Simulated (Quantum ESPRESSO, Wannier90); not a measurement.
SnPbS₂ (R-3m): Wannier90 run

```
begin unit_cell_cart
ang
   -2.0964350141    3.6311319592    0.0000000000
   -4.1928700282    0.0000000000    0.0000000000
   -2.0964350141    1.2103773197    6.8533200000
end unit_cell_cart
begin atoms_frac
Sn   0.5000000000  0.5000000000  0.5000000000
Pb   0.0000000000  0.0000000000  0.0000000000
S   -0.2472090000 -0.2472090000 -0.2583730000
S    0.2472090000  0.2472090000  0.2583730000
end atoms_frac
```

Cell from Materials Project (mp-1218952), symmetrised, no further relaxation. Not found in the COD (Crystallography Open Database) copy used; not checked further. Level: PBEsol, spinors with spin-orbit coupling; pw.x of Quantum ESPRESSO at 58 Ry with PseudoDojo potentials, 6×6×6 k-points, Wannier90. Density: 8×8×8 mesh, Gaussian smearing 0.01 Ry. With spin-orbit coupling a semilocal functional can close or falsely invert a small gap; the band order was not checked against a better method. The gap is small at this level and was sampled on the meshes and a path alone.

A tight-binding model is made by disentanglement and projection with no localisation steps (num_iter = 0), so the 32 orbitals stay atom-like: hydrogen-like Sn: s;p; Pb: s;p; S: s;p, axes along x, y, z; frozen window up to 4.62 eV relative to the valence-band maximum. It follows pw.x to 7.4 meV rms for states up to 1.2 eV relative to the valence-band maximum. Matrix elements depend on this choice of orbitals and windows.

Q: What are the on-site energies relative to the valence-band maximum, and how fast do the hoppings decay?

A: 
```tsv
atom	orbitals	energy (eV)
Sn1	s↑ s↓	-5.26
Sn1	pz↑ pz↓	1.48
Sn1	px↑ px↓ py↑ py↓	1.57
Pb2	s↑ s↓	-6.92
Pb2	pz↑ pz↓	1.60
Pb2	px↑ px↓ py↑ py↓	1.54
S3	s↑ s↓	-11.69
S3	pz↑ pz↓ px↑ px↓ py↑ py↓	-1.69
S4	s↑ s↓	-11.69
S4	pz↑ pz↓ px↑ px↓ py↑ py↓	-1.69
```

```
distance of the centres (Å)  largest modulus (eV)
---------------------------  --------------------
2–3                                           1.1
3–4                                           1.0
4–5                                          0.43
5–6                                          0.16
6–7                                         0.032
7–8                                         0.032
8–9                                         0.056
9–10                                        0.041
```

Effective spin-orbit constants λ of λ L·S, from the same-site elements px↑–py↑ (λ/2) and dx2-y2↑–dxy↑ (λ), where they are among the larger elements: Pb2 p 1.1 eV.
